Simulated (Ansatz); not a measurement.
Pt3W:
```xyz
4
Lattice="-1.9445 1.9445 4.0176 1.9445 -1.9445 4.0176 1.9445 1.9445 -4.0176" Properties=species:S:1:pos:R:3 pbc="T T T"
Pt     0.0000     1.9445     2.0088
Pt     1.9445     0.0000     2.0088
Pt     0.0000     0.0000     4.0176
W      0.0000     0.0000     0.0000
```

Relaxed with r²SCAN. Special points in fractions of this cell's reciprocal vectors: Γ (0.000, 0.000, 0.000); X (0.000, 0.000, 0.500); P (0.250, 0.250, 0.250); N (0.000, 0.500, 0.000); M (0.500, 0.500, -0.500); S (0.309, 0.691, -0.309); S0 (-0.309, 0.309, 0.309); R (-0.117, 0.117, 0.500); G (0.500, 0.500, -0.117).

List the band energies nearest the Fermi level at these points for r²SCAN with spin–orbit coupling in the plane-wave PAW code Ansatz.

In eV from the Fermi level; about four levels below and three above (degenerate sets whole), none deeper than 8.9 eV; points with the same levels are listed once.

| k | below | above |
|---|---|---|
| Γ | -1.56 -1.56 -0.17 -0.17 | 0.11 0.11 0.90 0.90 |
| X | -1.00 -1.00 -0.84 -0.84 | 0.61 0.61 1.18 1.18 |
| P | -2.70 -2.70 -1.29 -1.29 | 0.46 0.46 0.54 0.54 |
| N | -0.78 -0.78 -0.47 -0.47 | 0.24 0.24 1.43 1.43 |
| M | -1.29 -1.29 -0.86 -0.86 | 0.01 0.01 1.45 1.45 |
| S | -0.85 -0.85 -0.14 -0.14 | 0.49 0.49 1.82 1.82 |
| R | -1.66 -1.66 -0.88 -0.88 | 1.05 1.05 1.18 1.18 |

Space group I4/mmm. The workflow started from a Materials Project entry (that database holds measured and hypothetical structures alike); the Crystallography Open Database copy checked does not list it. Its standing as an ambient phase is unchecked. The r²SCAN relaxation kept the symmetry of its start; whether a distortion lowers the energy is not shown. No spin polarisation was allowed.

Potentials: the later of the program's two PAW sets.
